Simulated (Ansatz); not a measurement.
Relaxed Cd (hcp, Mg type):

```
CELL_PARAMETERS angstrom
      6.03185     0.00000     0.00000
     -1.50796     2.61187     0.00000
      0.00000     0.00000     5.82164
ATOMIC_POSITIONS crystal
  Cd 0.16667 0.66667 0.75000
  Cd 0.66667 0.66667 0.75000
  Cd 0.33333 0.33333 0.25000
  Cd 0.83333 0.33333 0.25000
```

A phonon eigenvector at M = (0.5, 0.0, 0.0) is frozen into this cell: atom i moves by Q times the vector below, so Q is the largest atomic displacement, in Å. The cell is held. (q is in reciprocal vectors of the primitive cell; the cell shown is doubled to hold the pattern.)

```json
[
 {"atom": "Cd1", "x": "0.500", "y": "-0.866", "z": "0.000"},
 {"atom": "Cd2", "x": "-0.500", "y": "0.866", "z": "0.000"},
 {"atom": "Cd3", "x": "-0.500", "y": "0.866", "z": "0.000"},
 {"atom": "Cd4", "x": "0.500", "y": "-0.866", "z": "0.000"}
]
```

Level of theory: PBE (plane waves to 420 eV, PAW, scalar-relativistic; Ansatz, a quantum-chemistry and plane-wave program). k mesh 9×18×8 (Γ-centred), Fermi-Dirac smearing 0.05 eV. Energies are smeared free energies. Compression counts positive. With partly filled bands, energies and forces of such displacements shift with the k mesh and the smearing. Cd was relaxed with its symmetry unable to fall. The PAW data are Ansatz's earlier set. The relaxed volume of Cd is well above the measured one; the method has no dispersion term. ΔE is measured from the undisplaced structure.

Task: Predict the ΔE (meV/cell) and P (GPa) at Q (Å) = -0.150, -0.120, -0.060, -0.030, 0.060, 0.150.

Result: 
| Q (Å) | ΔE (meV/cell) | P (GPa) |
|---|---|---|
| -0.150 | 87 | 0.8 |
| -0.120 | 56 | 0.5 |
| -0.060 | 14 | 0.1 |
| -0.030 | 4 | 0.0 |
| 0.060 | 14 | 0.1 |
| 0.150 | 87 | 0.8 |

(A displaced cell: forces are minus the slopes of the energy, force constants its curvatures, and phonons follow from these.)
